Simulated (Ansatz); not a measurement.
Relaxed-ion elastic tensor of Cs (bcc (W type), Im-3m) in GPa (Voigt order), the program Ansatz at the PBEsol level (PAW); density 2.03 g/cm³, 108.61 Å³ per atom.

```
2.3  1.9  1.9  0.0  0.0  0.0
1.9  2.3  1.9  0.0  0.0  0.0
1.9  1.9  2.3  0.0  0.0  0.0
0.0  0.0  0.0  1.6  0.0  0.0
0.0  0.0  0.0  0.0  1.6  0.0
0.0  0.0  0.0  0.0  0.0  1.6
```

### Question
Is the crystal mechanically stable?

### Answer
Yes: the smallest eigenvalue of C is 0.4 GPa.

### Question
Work out the Voigt, Reuss and Hill averages.

### Answer
K_V = 2.0, K_R = 2.0, K_H = 2.0; G_V = 1.1, G_R = 0.4, G_H = 0.7 GPa.

### Question
Give Young's modulus, Poisson's ratio, Pugh's ratio and the universal anisotropy index.

### Answer
E = 9KG/(3K + G) = 2.0 GPa; ν = 0.34; K/G = 2.75 (ductile by the Pugh limit of 1.75); A_U = 5G_V/G_R + K_V/K_R − 6 = 7.38.

### Question
Estimate the sound speeds and the Debye temperature.

### Answer
v_l = √((K + 4G/3)/ρ) = 1220 m/s, v_t = √(G/ρ) = 604 m/s, mean 678 m/s; Θ = (h/k)(3n/4πV)^(1/3) v_m = 42.3 K.

### Question
Give the Zener ratio and Young's modulus along [100], [110] and [111].

### Answer
A = 2C44/(C11 − C12) = 8.02; 1/E = S11 − 2(S11 − S12 − S44/2)Γ with Γ = 0, 1/4, 1/3 gives 0.6, 1.6, 3.9 GPa.

### Question
Solve the Christoffel equation for the three sound speeds along [100], [110], [111].

### Answer
Eigenvalues of C_ijkl n_j n_l equal ρv². In km/s, slowest first: [100] 0.89, 0.89, 1.07; [110] 0.32, 0.89, 1.35; [111] 0.58, 0.58, 1.44.

Symmetry was held in the PBEsol relaxation. As this level gives no gap, shear constants depend on the k-mesh and smearing (Fermi–Dirac, 0.1 eV here). Scalar-relativistic: spin–orbit coupling is off unless named, which matters more the heavier the elements.

Potentials: the later of the program's two PAW sets.
